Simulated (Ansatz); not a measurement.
# Field gradients of Na8MgMn2O8 from run to run

Cell of run 1: a computed structure from the Materials Project (it need not be an observed phase).

```
CELL_PARAMETERS angstrom
5.89579 0.00000 0.00000
1.96759 5.59153 0.00000
1.96638 2.23238 8.28979
ATOMIC_POSITIONS crystal
Na 0.99786 0.45218 0.13244
Na 0.48156 0.94622 0.17205
Na 0.47764 0.36505 0.30695
Na 0.01172 0.79397 0.37001
Na 0.96266 0.31443 0.53460
Na 0.36262 0.05856 0.68167
Na 0.02396 0.60040 0.76365
Na 0.56313 0.24386 0.85264
Mg 0.56923 0.63142 0.96070
Mn 0.46332 0.67464 0.52033
Mn 0.99288 0.99750 0.01303
O 0.71122 0.26136 0.07419
O 0.25108 0.70968 0.10524
O 0.23173 0.99034 0.46460
O 0.72859 0.58440 0.35882
O 0.27179 0.46829 0.54081
O 0.59749 0.64536 0.72466
O 0.19593 0.20078 0.92589
O 0.79713 0.83047 0.95284
```

Atoms are numbered from 1 in the order listed; like atoms form one site, named after its first atom.

All runs are DFT with Ansatz 0.2.0 (plane waves and PAW, scalar-relativistic unless spin–orbit coupling is named, Γ-centred meshes, Fermi–Dirac smearing where given) in this cell. Start moments of run 1 as typed (μB): 4 on each Mn, none on the rest. Antiparallel start moments (μB): 0 0 0 0 0 0 0 0 0 4 -4 0 0 0 0 0 0 0 0 by atom.

Run 1: PBE, parallel start moments, atoms as given; 420 eV, 4×4×3 k-points, smearing 0.02 eV.
Run 2: r2SCAN, parallel start moments, atoms as given; 500 eV, 4×4×3 k-points, smearing 0.02 eV.
Run 3: PBE, antiparallel start moments, atoms as given; 420 eV, 4×4×3 k-points, smearing 0.02 eV.
Run 4: PBE+U, antiparallel start moments, atoms as given; 420 eV, 4×4×3 k-points, smearing 0.02 eV (U = 3.9 eV on Mn d).

```csv
run,Mn10 V_zz (η),Mn11 V_zz (η),O16 V_zz (η),O18 V_zz (η),absolute moment (μB)
1,6.52 (0.98),4.38 (0.59),6.32 (0.26),-4.74 (0.88),8.2
2,?,?,?,?,?
3,6.52 (0.98),4.38 (0.59),6.32 (0.26),-4.74 (0.88),8.2
4,6.52 (0.80),5.22 (0.47),7.19 (0.24),5.62 (0.89),8.8
```

V_zz in 10²¹ V/m²; 4 of the 19 sets of like atoms are followed.

Problem. Estimate the row of run 2.

Solution. Mn10: 7.52 (0.92); Mn11: 4.56 (0.50); O16: 6.69 (0.29); O18: -5.16 (0.86); absolute moment (μB): 8.5. It lies nearest to run 3, from whose tensors on these sites it differs by 1.02 at most (largest principal value of the difference, on Mn10). Taken one at a time, the Hubbard term moves the tensors on these sites by up to 1.18 (largest principal value of the change, on O18), the functional (r2SCAN with its higher cutoff) by 1.02 (Mn10), the magnetic start by 0.00. On some sites the largest principal value moves to another axis from run to run, and the sign of V_zz can flip with it. On O18 η is near 1, so the change of sign is little more than a relabelling of axes.

The magnetic order is the one that the run reached from its start moments, not necessarily the measured one. For run 2: All moments are parallel here, as the start or the cell imposes; many such compounds order antiparallel, where fields and spin densities carried over to other atoms largely cancel. In runs 1, 2 the program didn't check the stability of the electronic state in full, so a lower one may lie near. In runs 1, 3 the gap is small for the k-mesh or the smearing, and small gradients can still move by 0.1 × 10²¹ V/m² or more. In runs 1, 2, 3 the atoms aren't at the calculated equilibrium (largest force 0.73, 0.77, 0.73 eV/Å). Run 1: The moments were started parallel, and the run ended with some of them reversed.
